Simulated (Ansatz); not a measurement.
This run works on a generated trial structure, not on a known crystal.

Input and command of a plane-wave DFT calculation in Ansatz:

```yaml
crystal:
  lattice:
    - [3.1376558919, 0.0, 0.0]
    - [0.0, 3.1376558919, 0.0]
    - [0.0, 0.0, 8.2380612589]
  atoms:
    - { symbol: Ca, position: [0.5, 0.5, 0.8388203339] }
    - { symbol: Ca, position: [0.5, 0.5, 0.1611796661] }
    - { symbol: Sn, position: [0.0, 0.0, 0.5] }
    - { symbol: "N", position: [0.0, 0.0, 0.0] }
basis:
  ecutwfc: 420
kpoints:
  mp_grid: { grid: [14, 14, 6] }
hamiltonian:
  xc: pbe
scf:
  occupations: { method: gaussian, width: 0.1 }
output:
  forces: true
  stress: true
  eigenvalues: true
relax:
  adjacent_minimum: "off"
  f_tol: 0.01
  max_steps: 80
  cell: { stress_tol: 0.05 }
```

```bash
ansatz run input.yaml --threads 1 --pin off --max-ram 2560MiB --backend cpu --events-out ev --progress --plain --runs-dir out
```

Processor: AMD EPYC 7B13 (Zen 3), 1 thread, on a host shared with other jobs.

Task: How long does it run, and how much memory does it take?

Result: About 72 s, peak memory 0.58 GiB. It solves 24 bands at 144 k points (after reduction by symmetry) with about 1555 plane waves (on the last cell), in 45 SCF iterations over 7 ionic steps.
